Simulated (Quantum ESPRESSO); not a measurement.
# Kohn-Sham bands of PbI2 (CdI2 type)

```
CELL_PARAMETERS angstrom
      4.61269     0.00000     0.00000
     -2.30635     3.99471     0.00000
      0.00000     0.00000     7.25703
ATOMIC_POSITIONS crystal
  Pb 0.00000 0.00000 0.00000
  I  0.66667 0.33333 0.74095
  I  0.33333 0.66667 0.25905
```

Materials Project entry mp-22893; symmetrised, unrelaxed at this level. COD (Crystallography Open Database) has the formula in 4 space groups, this one among them (matched by group alone). Level: PBEsol, no spin polarisation, no spin-orbit coupling; pw.x of Quantum ESPRESSO at 56 Ry with PseudoDojo potentials, 12×12×4 k-points, Wannier90. Density: 12×12×4 mesh, cold smearing 0.01 Ry. Spin-orbit coupling is left out although heavy elements are present.

List the Kohn-Sham levels between −8 and 5.2 eV relative to the valence-band maximum at the high-symmetry points, as a band run of pw.x on that density gives them (levels within 2 meV counted together).


```tsv
point	k (reciprocal lattice)	levels (eV)
Γ	0.000 0.000 0.000	-6.79, -0.97, -0.84 (×2), -0.71 (×2), -0.64, 2.47, 3.36 (×2)
M	0.500 0.000 0.000	-7.26, -2.73, -2.09, -1.81, -1.28, -0.64, -0.34, 2.90, 3.75, 4.57
K	0.333 0.333 0.000	-7.33, -2.31 (×2), -2.11, -1.32 (×2), -0.51, 4.16 (×2), 4.49
A	0.000 0.000 0.500	-6.67, -1.60, -0.93 (×2), -0.59 (×2), 0.00, 2.24, 3.24 (×2)
L	0.500 0.000 0.500	-7.27, -3.04, -1.66, -1.58, -1.09, -0.89, -0.61, 3.22, 3.77, 4.08
H	0.333 0.333 0.500	-7.32, -2.66 (×2), -2.36, -0.67 (×2), -0.06, 3.40 (×2), 4.18
```
